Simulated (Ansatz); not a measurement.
**La6Ge3I5: field gradients at two levels of theory**

Cell: a structure deposited in the COD whose atoms were relaxed with PBE, the cell held.

```cif
data_La6Ge3I5
_symmetry_space_group_name_H-M 'C2/m'
_symmetry_Int_Tables_number 12
_cell_length_a 19.3380
_cell_length_b 4.4230
_cell_length_c 14.8950
_cell_angle_alpha 90.000
_cell_angle_beta 128.160
_cell_angle_gamma 90.000
loop_
_atom_site_label
_atom_site_type_symbol
_atom_site_symmetry_multiplicity
_atom_site_Wyckoff_symbol
_atom_site_fract_x
_atom_site_fract_y
_atom_site_fract_z
La1 La 4 i 0.0495 0.0000 0.6702
La3 La 4 i 0.6839 0.0000 0.5534
La5 La 4 i 0.4328 0.0000 0.7913
Ge7 Ge 4 i 0.1273 0.0000 0.3750
Ge9 Ge 2 d 0.5000 0.0000 0.5000
I10 I 2 a 0.0000 0.0000 0.0000
I11 I 4 i 0.6317 0.0000 0.8808
I13 I 4 i 0.2545 0.0000 0.7649
```

One atom of each set is listed; the run and its k-mesh use a cell of 14 atoms with edges of 9.92, 9.92, 14.90 Å.

First run. Method: Kohn–Sham DFT in Ansatz, PBE, plane waves and PAW, scalar-relativistic, 420 eV cutoff, Γ-centred 8×8×3 k-points, Fermi–Dirac smearing 0.05 eV.

```csv
site,V_zz (10²¹ V/m²),η
La1,2.90,0.21
La3,-7.98,0.05
La5,3.35,0.86
Ge7,1.91,0.73
Ge9,3.44,0.14
I10,-20.8,0.03
I11,1.34,0.19
I13,6.63,0.24
```

Second run. The same atoms and settings, except that the functional is r2SCAN and the cutoff is 500 eV.

Problem. What does the second run give?

Solution. 

| site | V_zz | η | change of V_zz |
| --- | --- | --- | --- |
| La1 | 2.72 | 0.16 | -0.18 |
| La3 | -8.43 | 0.06 | -0.45 |
| La5 | 3.24 | 0.87 | -0.11 |
| Ge7 | 2.01 | 0.83 | +0.10 |
| Ge9 | 3.57 | 0.20 | +0.13 |
| I10 | -18.85 | 0.02 | +1.92 |
| I11 | 0.69 | 1.00 | -0.65 |
| I13 | 6.13 | 0.18 | -0.50 |

The largest change of V_zz is on I10, from -20.8 to -18.85. In per cent, |V_zz| changes by -6 to +6 on La, +4 on Ge, -9 to -7 on I (all sites that start above 2). Where |V_zz| stays above 0.1, η moves most on I11, from 0.19 to 1.00.

The run finds no gap above 0.1 eV (a metal, or nearly one), so the gradients can move by 10 % or more with the k-mesh. Without spin–orbit coupling the gradients at and beside I can be off by some per cent, at some sites by more.
For the second run: With these PAW files V_zz is typically within 2 to 3 % of all-electron values, but misses above 10 % occur on I.
